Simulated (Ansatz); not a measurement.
Recipe of this trial structure of AlMo3C: random cell by space group and Wyckoff sites (P-4m2, No. 115). Lengths were set from tabulated atomic sizes, so they are only a guess.

```xyz
5
Lattice="4.3748 0.0000 0.0000 0.0000 4.3748 0.0000 0.0000 0.0000 4.9697" Properties=species:S:1:pos:R:3 pbc="T T T"
Al    0.0000    0.0000    0.0000
Mo    0.0000    0.0000    2.4848
Mo    0.0000    2.1874    3.7984
Mo    2.1874    0.0000    1.1713
C     2.1874    2.1874    0.0000
```

Level of theory: DFT PBE, scalar-relativistic, plane waves, PAW (Ansatz). Cutoff 420 eV, Gaussian smearing, Γ-centred meshes. Cell and atoms relax first on a coarse mesh and then on a finer one. In between, the cell is made exact in the group found at 0.06 Å. In metals the finer mesh still leaves noise of several meV/atom or more. The steps can't lower the symmetry of their start. No spin polarisation in the relaxation; trial moments died out in a coarse test.

A guess keeps its type if space group and coordination stay and the shape of the cell changes little (axis ratios within about 15 %, angles within 6°); the volume may change.

Q: Does this structure survive the relaxation?

A: It doesn't keep its type. The symmetry stays P-4m2 (No. 115). The volume per atom shrinks by 24.4 %, from 19.0 to 14.4 Å³. The shortest distance goes from 2.48 Å (Al–Mo and Mo–C) to 2.08 Å (Al–C). The ratio c/a of the conventional cell changes by a factor of 2.48. Counting neighbours within 15 % of an atom's shortest distance, the start has Al 6, C 4, Mo 6 and the end Al 4, C 4, Mo 4/6. In detail, at the end Al has 4 C at 2.08 Å and 4 Mo at 2.53 Å; Mo on a site of symmetry -4m2 is surrounded by 4 Mo at 2.56 Å and 4 Mo at 2.94 Å; around C lie 4 Al at 2.08 Å and 4 Mo at 2.53 Å; 1 more site not described.

```cif
data_structure
_symmetry_space_group_name_H-M 'P-4m2'
_symmetry_Int_Tables_number 115
_cell_length_a 2.9449
_cell_length_b 2.9449
_cell_length_c 8.2911
_cell_angle_alpha 90.000
_cell_angle_beta 90.000
_cell_angle_gamma 90.000
_cell_volume 71.91
loop_
_atom_site_label
_atom_site_type_symbol
_atom_site_symmetry_multiplicity
_atom_site_Wyckoff_symbol
_atom_site_fract_x
_atom_site_fract_y
_atom_site_fract_z
_atom_site_occupancy
Al1 Al 1 a 0.00000 0.00000 0.00000 1
Mo1 Mo 1 d 0.00000 0.00000 0.50000 1
Mo2 Mo 2 g 0.00000 0.50000 0.75245 1
C1 C 1 b 0.50000 0.50000 0.00000 1
```

The last run used a 12×12×6 mesh (in the run's order of axes) for its 5-atom cell and Gaussian smearing of 0.10 eV. A structure relaxed within its symmetry needn't be a true minimum. Another cell of AlMo3C relaxed alike, in Pm-3m, lies 0.77 eV/atom lower, so this cell isn't the stable form at this level.

In counts of neighbours, a slash parts the counts of unlike sites.
